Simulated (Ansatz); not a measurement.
Clean, relaxed (110) surface of AlNi, space group Pm-3m (No. 221) (top face towards +c; atoms held fixed, by place in the list: 1, 2, 3, 4):

```
CELL_PARAMETERS angstrom
2.86217 0.00000 0.00000
0.00000 4.04771 0.00000
0.00000 0.00000 23.07157
ATOMIC_POSITIONS crystal
Al 0.00000 0.50000 0.36842
Ni 0.50000 0.00000 0.36842
Al 0.00000 0.00000 0.45614
Ni 0.50000 0.50000 0.45614
Al 0.00000 0.50000 0.54368
Ni 0.50000 0.00000 0.54252
Al 0.00000 0.00000 0.63437
Ni 0.50000 0.50000 0.62624
```

Theory: DFT PBEsol, scalar-relativistic, plane waves, PAW in Ansatz 0.2.0. Plane waves to 420 eV, a k mesh through Γ of 10×7×1 on the computed 8-atom cell and Gaussian smearing (0.10 eV); no spin polarisation. The cell repeats along c with a dipole correction in the vacuum.

E_ads counts from the clean slab and the free adsorbate (spin-polarised where it has unpaired electrons); negative means bound. With the adsorbate the cell is lengthened along c to keep the vacuum.

Q: B (atom) is put at the hollow (Al-Ni-Al) at (0.50, 0.17) site, one adsorbate per 11.6 Å². What structure does it relax to?

A: E_ads = -4.20 eV. Contacts: B–Ni 1.83 Å, B–Al 2.24 Å.

```
CELL_PARAMETERS angstrom
2.86217 0.00000 0.00000
0.00000 4.04771 0.00000
0.00000 0.00000 25.07157
ATOMIC_POSITIONS crystal
Al 0.00000 0.50000 0.33903
Ni 0.50000 0.00000 0.33903
Al 0.00000 0.00000 0.41975
Ni 0.50000 0.50000 0.41975
Al 0.00000 0.52123 0.49810
Ni 0.50000 0.02650 0.50335
Al 0.00000 0.00513 0.58980
Ni 0.50000 0.52912 0.57567
B 0.50000 0.30460 0.63891
```

Each end is the local minimum or symmetric point that its start leads to. The slab is only 6.1 Å thick, so the energies aren't converged with thickness.

Spin polarisation was left out, and a magnetic state may lie lower.